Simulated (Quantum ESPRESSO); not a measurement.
How field gradients follow strain in KTaO₃ (Pm-3m)

```xyz
5
Lattice="3.9949 0.0000 0.0000 0.0000 3.9949 0.0000 0.0000 0.0000 3.9949" Properties=species:S:1:pos:R:3 pbc="T T T"
K      1.9974     1.9974     1.9974
Ta     0.0000     0.0000     0.0000
O      0.0000     1.9974     0.0000
O      1.9974     0.0000     0.0000
O      0.0000     0.0000     1.9974
```
Geometry: a computed entry of the Materials Project; it was not checked against measured cells. It is KTaO3 in Pm-3m. Stability against distortions was not tested. The run has no spin polarisation.

Isotropic strain: all lattice vectors are scaled together, so the volume changes by about three times as much; fractional positions kept.

Method: field gradients by the PAW reconstruction of the field gradient on a scalar-relativistic PBE ground state (a modified build of Quantum ESPRESSO, JTH datasets), 22.5 Ha, k-mesh 6×6×6 through Γ. Values are those of the named site's first atom. Cores are frozen. Against all-electron runs on small test molecules, this scheme's |Vzz| missed by +10 % on K, −2 to +6 % on O. Ta had no test against all-electron runs. Spin–orbit coupling is left out, a limit on Ta.

Unchanged cell: Vzz O (a.u.) = 0.220.

How do these values move along the path (lattice scale factor: 0.98, 0.99, 1.01, 1.02)?


| lattice scale factor | Vzz O (a.u.) |
|---|---|
| 0.98 | 0.125 |
| 0.99 | 0.173 |
| 1 | 0.220 |
| 1.01 | 0.265 |
| 1.02 | 0.308 |
